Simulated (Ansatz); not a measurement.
An Ansatz input:

```yaml
crystal:
  lattice:
    - [3.1326038533, 0.0, 0.0]
    - [0.0, 3.1326038533, 0.0]
    - [0.0, 0.0, 3.1326038533]
  atoms:
    - { symbol: Te, position: [0.0, 0.0, 0.0] }
hamiltonian:
  xc: lda
  pseudopotentials:
    kind: paw_fr
    azcp:
      Te: "pseudopotentials/Te.paw.azcp"
basis:
  ecutwfc: 420
  fft_grid_basis: typed
kpoints:
  mp_grid: { grid: [10, 10, 10], shift: [0, 0, 0] }
magnetization:
  noncollinear: true
  spin_orbit: true
scf:
  occupations: { method: fermi_dirac, width: 0.1 }
```

and its output:

```
Warning: the record states the generating functional pbe (its physics header spells it `PBE`), which answers neither for hamiltonian.xc's functional nor for the lda family's — results may be inconsistent (PPs are generated against a specific XC)
Engine: ansatz 0.2.0, x86_64-unknown-linux-gnu
Pseudopotentials: kind: paw_fr
Pseudopotential: Te, paw_fr, valence charge 16, recommended cutoff 420 eV (normal) 
Functional definition: SPW92
  exchange = slater_x
  correlation = pw_c
non-collinear run that drives no moment, with spin-orbit: no starting moment large enough to seed its density (crystal.atoms[].spin), no starting occupations that ask for one, no magnetisation constraint and no magnetic field, so the semilocal B_xc is pinned to zero
Crystal: 1 atoms, lattice volume = 30.741 Å³
Basis set: ecut = 420 eV, 619 PW (Γ)
Bands: 24, of which v1, the nominal top of the filled ones, is band 16 counted from 1 (15 counted from 0)
Symmetry: 48 space group operations + 48 with time reversal
Magnetic group: BNS 221.93 (UNI 1595), of the structure as read, at distance tolerance 3.1e-5 Å
k-points: 56 of 1000
Projection manifold: j_resolved (fully-relativistic pseudo-atomic orbitals)
Non-local potential: Te, projectors of the file, l = 0: 2, l = 1: 4, l = 2: 4, l = 3: 4
PAW form: soft (Blöchl's): semilocal exchange-correlation on the pseudo side does not see the compensation charge
PAW frozen core: Te, regenerated for the run's functional, and the local potential with it (the file was generated under x = pbe(κ = 0.804, μ = 0.2195149727645171), c = pbe(β = 0.06672455060314922))
PAW one-centre angular grid: Te, 590 points (default); XC on 64 Gauss nodes
Initial density: superposition of atomic densities (chi_scale 0.1, normalization cell)
Initial wavefunctions: pseudopotential atomic-orbital guess
Functional: x = slater, c = lda
SCF iter   1: F=—  HF=-6829.821285 eV  |F-HF|=—  |Δ(HF+E_count)|=         —  Δρ=9.36e-3  dr2=2.02e-2  dr2_m=0.00e0 (ungated)  ethr=3.10e-3  |M|=0.00e0 ∫|m|=0.00e0 μB  |m|>n=0.0e0 m-floor=0.0e0 τ_xc=0.0e0  β_m=0.30  ⟨swp⟩=8.9  Hψ=4222  notcnv=0  defer=46
SCF iter   2: F=—  HF=-6829.819567 eV  |F-HF|=—  |Δ(HF+E_count)|=   1.72e-3  Δρ=7.52e-3  dr2=1.34e-2  dr2_m=0.00e0 (ungated)  ethr=1.26e-4  |M|=0.00e0 ∫|m|=0.00e0 μB  |m|>n=0.0e0 m-floor=0.0e0 τ_xc=0.0e0  β_m=0.50  ⟨swp⟩=1.2  Hψ=910  notcnv=0  defer=62
SCF iter   3: F=—  HF=-6829.817925 eV  |F-HF|=—  |Δ(HF+E_count)|=   1.64e-3  Δρ=1.94e-3  dr2=1.63e-3  dr2_m=0.00e0 (ungated)  ethr=8.38e-5  |M|=0.00e0 ∫|m|=0.00e0 μB  |m|>n=0.0e0 m-floor=0.0e0 τ_xc=0.0e0  β_m=0.47  ⟨swp⟩=2.6  Hψ=1127  notcnv=0  defer=62
SCF iter   4: F=—  HF=-6829.817562 eV  |F-HF|=—  |Δ(HF+E_count)|=   3.62e-4  Δρ=1.56e-3  dr2=7.07e-4  dr2_m=0.00e0 (ungated)  ethr=1.02e-5  |M|=0.00e0 ∫|m|=0.00e0 μB  |m|>n=0.0e0 m-floor=0.0e0 τ_xc=0.0e0  β_m=0.74  ⟨swp⟩=1.0  Hψ=613  notcnv=0  defer=62
SCF iter   5: F=—  HF=-6829.817141 eV  |F-HF|=—  |Δ(HF+E_count)|=   4.21e-4  Δρ=4.67e-4  dr2=7.35e-5  dr2_m=0.00e0 (ungated)  ethr=4.42e-6  |M|=0.00e0 ∫|m|=0.00e0 μB  |m|>n=0.0e0 m-floor=0.0e0 τ_xc=0.0e0  β_m=0.86  ⟨swp⟩=2.0  Hψ=1061  notcnv=0  defer=62
SCF iter   6: F=—  HF=-6829.817096 eV  |F-HF|=—  |Δ(HF+E_count)|=   4.52e-5  Δρ=1.21e-4  dr2=5.05e-6  dr2_m=0.00e0 (ungated)  ethr=4.59e-7  |M|=0.00e0 ∫|m|=0.00e0 μB  |m|>n=0.0e0 m-floor=0.0e0 τ_xc=0.0e0  β_m=0.93  ⟨swp⟩=2.0  Hψ=1058  notcnv=0  defer=62
SCF iter   7: F=-6829.817092 eV  HF=-6829.817092 eV  |F-HF|=3.70e-8  |Δ(HF+E_count)|=   3.72e-6  Δρ=9.04e-6  dr2=2.84e-8  dr2_m=0.00e0 (ungated)  ethr=6.25e-10  |M|=0.00e0 ∫|m|=0.00e0 μB  |m|>n=0.0e0 m-floor=0.0e0 τ_xc=0.0e0  ⟨swp⟩=2.0  Hψ=2093  notcnv=0
SCF 1 converged in 7 iterations: F = -6829.817092 eV  dr2 = 2.84e-8
SCF converged after 7 iterations
Magnetization: |M| = 0.0000 μB,  M = (+0.0000, +0.0000, +0.0000) μB
Absolute magnetization: 0.0000 μB (∫|m|)
  site 0: m = (+0.0000, +0.0000, +0.0000) μB, |m| = 0.0000 μB  (R = 1.29 Å)
Free energy (F): -6829.817092 eV
Harris-Foulkes:  -6829.817092 eV  (|F-HF|=3.70e-8)
Internal energy: -6829.801306 eV  (E = F + TS)
E sigma→0 (E₀):  -6829.809199 eV
Entropy (-TS):   -0.015786 eV (-15.786 meV/atom)
Fermi energy:    10.125419 eV
--- Per-component energies (eV) ---
  E_band       = -247.053343
  E_kinetic    = 182.311416
  E_local      = -1166.666750  (includes V_loc(G=0)·N_el)
  E_nonlocal   = -304.514977
  E_hartree    = 764.538889
  E_xc         = -124.344227
  E_vxc        = -105.374234  (∫ρ·V_xc dr)
  E_paw        = -4512.408148  (= ΣΔE_a)
  E_vpaw       = -381.895497  (= ΣTr[D̂ρ^β])
  E_aug_tail   = -0.000199  (compensation charges beyond the density's cutoff)
  E_ewald      = -1669.402901
  E_core_change = 0.685591  (= ΣΔE_core)
  E_smearing   = -0.015786  (= −TS)
  E_closure    = -0.000000  (closes the sum)
  Σ components = -6829.817092   (vs F -6829.817092, Δ=0.00e0)
```
